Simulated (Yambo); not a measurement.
Yambo run on a free-standing AgI monolayer (symmetry P4/nmm, slab cell 16.7 Å high). The wavefunctions come from this Quantum ESPRESSO step (PBEsol, PseudoDojo standard norm-conserving files, scalar-relativistic):

```
&CONTROL
  calculation = 'nscf'
  pseudo_dir = './pseudo'
  outdir = './out'
/
&SYSTEM
  ibrav = 0
  nat = 4
  ntyp = 2
  ecutwfc = 82.0
  ecutrho = 328.0
  occupations = 'fixed'
  force_symmorphic = .true.
  nbnd = 167
  assume_isolated = '2D'
/
&ELECTRONS
  conv_thr = 4e-09
  diago_full_acc = .true.
  diago_thr_init = 1e-08
/
ATOMIC_SPECIES
Ag 107.8682 Ag.upf
I 126.9045 I.upf
CELL_PARAMETERS angstrom
  4.323580008000   0.000000000000   0.000000000000
  0.000000000000   4.323580008000   0.000000000000
  0.000000000000   0.000000000000  16.700000000000
ATOMIC_POSITIONS crystal
Ag   0.000000000000   0.500000000000   0.000000000000
Ag   0.500000000000   0.000000000000   0.000000000000
I   0.000000000000   0.000000000000   0.111429494100
I   0.500000000000   0.500000000000  -0.111429494100
K_POINTS automatic
4 4 1 0 0 0
```

Yambo input:

```
rim_cut
gw0
dyson
el_el_corr
HF_and_locXC
ppa
em1d
rim_w
RandQpts= 1000000
RandGvec= 2 Ry
CUTGeo= "slab z"
EXXRLvcs= 82 Ry
VXCRLvcs= 328 Ry
Chimod= "HARTREE"
% BndsRnXp
 9 | 166 |
%
NGsBlkXp= 6 Ry
% LongDrXp
 1.0 | 1.0 | 0.0 |
%
RandGvecW= 561 mRy
PPAPntXp= 27.2114 eV
% GbndRnge
 1 | 166 |
%
GTermKind= "BG"
DysSolver= "n"
ExtendOut
% QPkrange
 1 | 1 | 26 | 27 |
 3 | 3 | 26 | 27 |
 6 | 6 | 26 | 27 |
%
```

k points by index: 1 = Γ, 3 = X, 6 = M.

Table of the .qp output:

```
#    K-point    Band    Eo [eV]    E [eV]    E-Eo [eV]    Vxc [eV]    Vnlxc [eV]    Sc|Eo [eV]    Sc|E [eV]    dSc/dw|Eo [eV]    Re(Z)    Im(Z)
#
    1    26    0.000000    -1.023196    -1.023196    -15.50203    -18.76704    1.980228    2.241822    -6.955751    0.796415    -0.001940
    1    27    2.065007    3.019914    0.954907    -9.368214    -5.551436    -2.659044    -2.861872    -5.778823    0.824828    -0.001826
    3    26    -0.314318    -1.345814    -1.031496    -15.41261    -18.80044    2.088915    2.356333    -7.053342    0.794147    -0.001977
    3    27    3.129582    4.266218    1.136636    -10.86056    -6.712800    -2.758498    -3.011120    -6.046892    0.818180    -0.001836
    6    26    -1.435742    -2.558884    -1.123143    -21.45263    -26.64634    3.749555    4.070564    -7.775980    0.777745    -0.001712
    6    27    4.025351    5.269186    1.243835    -12.10023    -7.756322    -2.818802    -3.100077    -6.152886    0.815583    -0.001214
```
(The two width columns are left out.) Convergence of these settings isn't established.

Spin-orbit coupling is not included.

Geometry relaxed with PBEsol.

This is a model layer cut from the bulk structure; whether it is stable on its own was not checked.
